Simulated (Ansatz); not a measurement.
InP:
```xyz
2
Lattice="0.0000 2.9798 2.9798 2.9798 0.0000 2.9798 2.9798 2.9798 0.0000" Properties=species:S:1:pos:R:3 pbc="T T T"
In     0.0000     0.0000     0.0000
P      4.4697     4.4697     4.4697
```

DFT-PBE in the program Ansatz with PAW potentials gives a gap of 0.44 eV without spin–orbit coupling, maximum at Γ, minimum at Γ.

**Question.** What happens when spin–orbit coupling is switched on?

**Answer.** The gap falls by 0.03 eV, to 0.41 eV; maximum at Γ, minimum at Γ.

**Question.** How large is the spin–orbit splitting of the valence top at Γ?

**Answer.** The fourfold level lies 0.10 eV above the split-off pair.

**Question.** Give the electron effective mass with spin–orbit coupling.

**Answer.** 0.036 mₑ (isotropic).

Space group F-43m (zinc blende). The PBE relaxation kept the symmetry of its start.

Potentials: the earlier of the program's two PAW sets.
